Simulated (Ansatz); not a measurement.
Vibrational response of Be$_{3}$SnSe at 6.4 GPa

Method: DFT LDA, scalar-relativistic, plane waves, PAW (Ansatz). Plane waves to 420 eV; Γ-centred k mesh 8×8×8; Fermi-Dirac smearing of 0.15 eV. No spin polarisation. Phonons by linear response, acoustic sum rule imposed.

The cell is fixed (symmetry leaves no force on the atoms) and stands under 6.4 GPa:
```xyz
5
Lattice="4.2039 0.0000 0.0000 0.0000 4.2039 0.0000 0.0000 0.0000 4.2039" Properties=species:S:1:pos:R:3 pbc="T T T"
Sn    0.0000    0.0000    0.0000
Se    2.1019    2.1019    2.1019
Be    2.1019    2.1019    0.0000
Be    2.1019    0.0000    2.1019
Be    0.0000    2.1019    2.1019
```

Its imaginary modes show that this cell, the ideal cubic antiperovskite prototype, isn't a minimum of the energy. In a metal, frequencies and elastic constants depend on the k mesh and the smearing, soft modes and shear constants most. Spin–orbit coupling is left out, which matters for heavy elements. A semilocal functional can close a gap that the real compound has.

Optical modes at Γ; i marks an imaginary frequency:
| frequency (THz) | degeneracy |
| --- | --- |
| 12.30i | 3 |
| 11.84i | 3 |
| 2.44 | 3 |
| 20.79 | 3 |

6 of the 12 optical modes are unstable, so the structure is a saddle point of the energy and would distort without enlarging its cell.